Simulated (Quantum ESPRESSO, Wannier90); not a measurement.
MoP (P-6m2): Wannier90 run

Cell from Materials Project (mp-219), symmetrised, no further relaxation. COD (Crystallography Open Database) has an entry of this formula and space group (matched by these alone). Level: PBEsol, no spin polarisation, no spin-orbit coupling; pw.x of Quantum ESPRESSO at 64 Ry with PseudoDojo potentials, 12×12×10 k-points, Wannier90. Density: 12×12×10 mesh, cold smearing 0.01 Ry.

```
begin unit_cell_cart
ang
    3.2347598549    0.0000000000    0.0000000000
   -1.6173799274    2.8013842095    0.0000000000
    0.0000000000    0.0000000000    3.1822800000
end unit_cell_cart
mp_grid = 12 12 10
```

Which shells of neighbouring k-points and which b-vectors and weights does Wannier90 pick for this cell and mesh?


```
 *---------------------------------- K-MESH ----------------------------------*
 +----------------------------------------------------------------------------+
 |                    Distance to Nearest-Neighbour Shells                    |
 |                    ------------------------------------                    |
 |          Shell             Distance (Ang^-1)          Multiplicity         |
 |          -----             -----------------          ------------         |
 |             1                   0.186907                      6            |
 |             2                   0.197443                      2            |
 |             3                   0.271879                     12            |
 |             4                   0.323733                      6            |
 |             5                   0.373814                      6            |
 |             6                   0.379192                     12            |
 |             7                   0.394886                      2            |
 |             8                   0.422754                     12            |
       ... (lines left out)
 +----------------------------------------------------------------------------+
 | The b-vectors are chosen automatically                                     |
 | The following shells are used:                       1,  2                 |
 +----------------------------------------------------------------------------+
 |                        Shell   # Nearest-Neighbours                        |
 |                        -----   --------------------                        |
 |                          1               6                                 |
 |                          2               2                                 |
 +----------------------------------------------------------------------------+
 | Completeness relation is fully satisfied [Eq. (B1), PRB 56, 12847 (1997)]  |
 +----------------------------------------------------------------------------+
 |                  b_k Vectors (Ang^-1) and Weights (Ang^2)                  |
 |                  ----------------------------------------                  |
 |            No.         b_k(x)      b_k(y)      b_k(z)        w_b           |
 |            ---        --------------------------------     --------        |
 |             1         0.000000    0.186907    0.000000     9.541724        |
 |             2         0.161866    0.093454    0.000000     9.541724        |
 |             3         0.000000   -0.186907    0.000000     9.541724        |
 |             4         0.161866   -0.093454    0.000000     9.541724        |
 |             5        -0.161866   -0.093454    0.000000     9.541724        |
 |             6        -0.161866    0.093454    0.000000     9.541724        |
 |             7         0.000000    0.000000    0.197443    12.825876        |
 |             8         0.000000    0.000000   -0.197443    12.825876        |
```
